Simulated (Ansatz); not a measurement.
AlRu:
Space group Cmcm (No. 63); a = 2.9865 Å, b = 9.1628 Å, c = 4.1215 Å, α = β = γ = 90.00°

```csv
atom,site,symmetry,x,y,z
Al,4c,m2m,0.0000,0.4071,0.2500
Ru,4c,m2m,0.0000,0.1362,0.2500
```
(The calculation used a cell of 4 atoms; values per cell refer to that cell.)

Relaxed at zero pressure with the program Ansatz at the PBE level (PAW).

Task: The volume is raised by 3 % and shape and atoms relax at that volume. What pressure results, and how do the axes share the change?

Result: -5.0 GPa; a 1.2 %, b 0.9 %, c 0.9 %; the energy rises by 7 meV/atom.

Task: Give the new structure.

Result: 
Space group Cmcm (No. 63); a = 3.0219 Å, b = 9.2412 Å, c = 4.1599 Å, α = β = γ = 90.00°

| atom | site | symmetry | x | y | z |
|---|---|---|---|---|---|
| Al | 4c | m2m | 0.0000 | 0.4068 | 0.2500 |
| Ru | 4c | m2m | 0.0000 | 0.1352 | 0.2500 |

The phase is kept; no other phase was compared at this pressure.

The start of the workflow was typed in or built on a structure type; neither database checked (COD, Materials Project) lists it. COD files the formula under space group No. 221, so this cell is another polymorph or a model. Whether it is the stable phase at ambient conditions was not checked. The PBE relaxation kept the symmetry of its start; its stability against distortions is not shown here. The run is not spin-polarised. Axis ratios of metals converge slowly with the k-mesh, so a and c are less sure than the volume.

Potentials: the later of the program's two PAW sets.
